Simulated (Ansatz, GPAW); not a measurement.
This is a calculation of TeRu for Ansatz 0.2.0. The cell comes from a database or a generator and needn't be the stable form of this composition.

input.yaml

```yaml
crystal:
  lattice:
    - [3.79508289, 0.0, 0.0]
    - [-1.89754145, 3.28663819, 0.0]
    - [0.0, 0.0, 3.70381288]
  atoms:
    - { symbol: Ru, position: [0.0, 0.0, 0.0] }
    - { symbol: Te, position: [0.6666666667, 0.3333333333, 0.5] }
hamiltonian:
  xc: lda
  pseudopotentials: { kind: paw }
  hubbard: { sites: [{ species: Ru, l: d, u_eff: 2.0 }] }
kpoints:
  mp_grid: { grid: [6, 6, 5] }
scf:
  occupations: { method: gaussian, width: 0.05 }
output:
  forces: true
  stress: true
  eigenvalues: true
```

Potentials or basis: Ansatz PAW.

Command:

```sh
$ ansatz run input.yaml --threads 2 --pin off --max-ram 5632MiB --backend cpu --events-out ev --progress --plain --runs-dir out
```

Q: What does the same run look like in GPAW 26.7.0 (ASE script)? Potentials or basis there: the program's PAW data sets (release 1.2.1) made for this functional, cutoff 600 eV.

A: As run (cutoffs and basis follow the program's own potentials, and thresholds, step limits or extra output files can differ):

File run.py:

```python
from ase import Atoms
from ase.dft.bandgap import bandgap
from ase.io import write
from ase.units import GPa
from gpaw import GPAW, PW

atoms = Atoms(['Ru', 'Te'],
              cell=[[3.7950828903, 0.0, 0.0],
                    [-1.8975414451, 3.2866381925, 0.0],
                    [0.0, 0.0, 3.70381288]],
              scaled_positions=[[0.0, 0.0, 0.0],
                                [0.6666666667, 0.3333333333, 0.5]],
              pbc=True)

calc = GPAW(mode=PW(600),
            xc='LDA',
            kpts={'size': (6, 6, 5), 'gamma': True},
            occupations={'name': 'methfessel-paxton', 'order': 0, 'width': 0.05},
            setups={'Ru': ':d,2.0'},
            nbands=22,
            convergence={'density': 1e-05, 'energy': 1e-05},
            maxiter=150,
            txt='gpaw.txt')
atoms.calc = calc
energy = atoms.get_potential_energy()
forces = atoms.get_forces()
stress = atoms.get_stress()
calc.write('gs.gpw')
write('result.traj', atoms)
print(f'Energy: {energy:.6f} eV')
print('Forces (eV/A):')
print(forces.round(4))
print('Stress (GPa):', (stress / GPa).round(3))
print('Fermi level:', round(calc.get_fermi_level(), 4), 'eV')
print(f'Gap: {bandgap(calc)[0]:.4f} eV, direct: {bandgap(calc, direct=True)[0]:.4f} eV')
```

Potentials or basis: the program's PAW data sets (release 1.2.1) made for this functional, pw.

Run with:

```console
$ OMP_NUM_THREADS=1 python run.py
```

Both were run:

|  | Ansatz | GPAW |
| --- | --- | --- |
| Pressure | -20.7 GPa | -20.8 GPa |

Ansatz's pressure holds a Pulay term of +0.03 GPa for its cutoff of 420 eV, which the other run lacks.

The potentials hold 32 and 22 valence electrons a cell.

Ansatz's potentials were made for PBE.

Where Ansatz's input types no cutoff or centring, it takes its own default and a Γ-centred mesh.

The two programs' LDA may be different fits to the electron gas.

The cell lies far from this level's equilibrium.

Pressure is positive in compression.
